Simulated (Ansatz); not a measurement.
According to plane-wave PAW PBEsol (Ansatz code), O in the α-O2 structure (C2/m) relaxes to a = 6.280 Å, b = 3.843 Å, c = 4.606 Å, β = 115.9°.

It is gapped at this level: 1.90 eV (smallest direct gap 1.92 eV). The magnetic state found is ferromagnetic. The net moment is 1.00 μB per atom.

Symmetry was held in the PBEsol relaxation. Magnetic state: ferromagnetic, chosen from 5 collinear starts compared on coarse meshes (ties went to the first, and starts can fall back to one state), not a proven ground state. Textbook magnetic order: antiferromagnetic. The substance is a gas or liquid at ambient conditions; this is its low-temperature solid. The volume moved by 44 % from the start of the relaxation. No Hubbard U is applied. A crystal of weakly bound units computed without a dispersion correction: the cell and the soft elastic constants depend strongly on that.

Potentials: the later of the program's two PAW sets.
